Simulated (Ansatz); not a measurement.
A geometry of Cr away from equilibrium: step 2 of the relaxation of a relaxed Cr cell, doubled along one cell vector, shaken by Gaussian noise of σ = 0.08 Å a coordinate. Computed with PBE (plane waves to 420 eV, PAW, scalar-relativistic; Ansatz, a quantum-chemistry and plane-wave program). Γ-centred k-mesh 11×6×11 on the run's cell (coarser than for final values), Fermi–Dirac smearing 0.05 eV.

```xyz
4
Lattice="2.8586 -0.0063 -0.0065 -0.0125 5.6987 -0.0424 -0.0065 -0.0212 2.8540" Properties=species:S:1:pos:R:3:forces:R:3 pbc="T T T" free_energy=-13510.876 pressure_GPa=3.2
Cr    -0.0478     0.0321    -0.0681    0.2546   -0.8895    0.1745
Cr     0.0247     2.8706    -0.0040   -0.3733   -0.7283   -0.4952
Cr     1.4300     1.3152     1.3790   -0.1358    0.7563    0.0307
Cr     1.3778     4.1601     1.3296    0.2546    0.8615    0.2901
```

Positions in Å, forces in eV/Å, free energy of the cell in eV (comparable only within this code, potentials and settings). Largest force: 0.96 eV/Å, on Cr2 (atoms numbered as listed); the geometry lies 0.04 eV/atom above the end of its relaxation.

Spin-polarised start, with opposed moments on Cr.

Spin state reached: antiferromagnetic (net 0.00 μB/atom); other spin orders were not run from this start.
